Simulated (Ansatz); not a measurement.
# Thickness series of a surface: fcc Ni (111)

All-electron LAPW in Ansatz 0.2.0 under PBE, scalar-relativistic, energies extrapolated to zero smearing, no spin–orbit coupling, ferromagnetic start (antiferromagnetic order not tried). The 1×1 slabs (area 5.36 Å²) are cut from the bulk relaxed on PAW files, and their atoms are relaxed; γ counts from the bulk energy, Δd12 is the change of the outer spacing. No reconstruction is allowed, and meshes differ a little between slabs.

```json
{"planes": "1", "γ (J/m²)": "?", "Φ (eV)": "?", "Δd12 (%)": "–"}
{"planes": "3", "γ (J/m²)": "1.939", "Φ (eV)": "5.02", "Δd12 (%)": "-1.6"}
{"planes": "4", "γ (J/m²)": "1.930", "Φ (eV)": "5.06", "Δd12 (%)": "-1.3"}
{"planes": "5", "γ (J/m²)": "1.940", "Φ (eV)": "5.06", "Δd12 (%)": "-1.3"}
{"planes": "6", "γ (J/m²)": "1.942", "Φ (eV)": "5.05", "Δd12 (%)": "-1.4"}
{"planes": "7", "γ (J/m²)": "1.943", "Φ (eV)": "5.04", "Δd12 (%)": "-1.4"}
```

Task: Give the missing entry: row "1", column "Φ (eV)".

Result: 5.36.

Task: What belongs in the row "1", column "γ (J/m²)"?

Result: 1.922.

Task: How far have the values settled with thickness?

Result: Between 6 and 7 planes γ moves by +0.1 % and Φ by -0.01 eV. Thin films carry quantum-size oscillations, so two neighbours that agree don't prove convergence.
